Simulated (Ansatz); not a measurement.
Sn (beta-Sn type, space group I4_1/amd)

Space group I4₁/amd, origin choice 1 (No. 141); a = b = 5.9470 Å, c = 3.2123 Å, α = β = γ = 90.00°

```json
[
 {"atom": "Sn", "site": "4a", "symmetry": "-4m2", "x": "0.0000", "y": "0.0000", "z": "0.0000"}
]
```
(The calculation used a cell of 2 atoms; values per cell refer to that cell.)

E(V) scan at fixed shape, V₀ the volume above. Symmetry pins the atoms to their sites.

All values below come from PBE (plane waves to 420 eV, PAW, scalar-relativistic; Ansatz, a program for electronic structure). k mesh 16×16×16 (Γ-centred), Fermi-Dirac smearing 0.05 eV. E stands for the smeared free energy. With the shape held, the modulus is that of even scaling; a crystal free to change shape is softer. Sn was relaxed with its symmetry unable to fall. ΔE is measured from the relaxed starting cell. The last digit holds for this mesh only.

```json
[
 {"V (Å³/atom)": "23.858", "ΔE (meV/atom)": "151.5"},
 {"V (Å³/atom)": "24.767", "ΔE (meV/atom)": "90.1"},
 {"V (Å³/atom)": "25.676", "ΔE (meV/atom)": "47.2"},
 {"V (Å³/atom)": "26.585", "ΔE (meV/atom)": "19.6"},
 {"V (Å³/atom)": "27.493", "ΔE (meV/atom)": "4.6"},
 {"V (Å³/atom)": "28.402", "ΔE (meV/atom)": "0.0"},
 {"V (Å³/atom)": "29.311", "ΔE (meV/atom)": "4.0"},
 {"V (Å³/atom)": "30.220", "ΔE (meV/atom)": "15.2"},
 {"V (Å³/atom)": "31.129", "ΔE (meV/atom)": "32.4"},
 {"V (Å³/atom)": "32.038", "ΔE (meV/atom)": "54.5"},
 {"V (Å³/atom)": "32.947", "ΔE (meV/atom)": "80.8"}
]
```

Task: What is the fitted pressure derivative B₀′?

Result: 4.8.

Task: What bulk modulus at fixed cell shape B₀ follows from a third-order Birch-Murnaghan fit?

Result: 47.5 GPa. Check by three points about V = 28.402 Å³/atom, step 1.818: d²E/dV² ≈ (20 − 2·0 + 15) meV / 1.818² = 0.0106 eV/Å⁶, and V·d²E/dV² × 160.2 = 48.2 GPa.

(Under strain, the slope of the energy per volume gives the stress and its curvature an elastic modulus.)
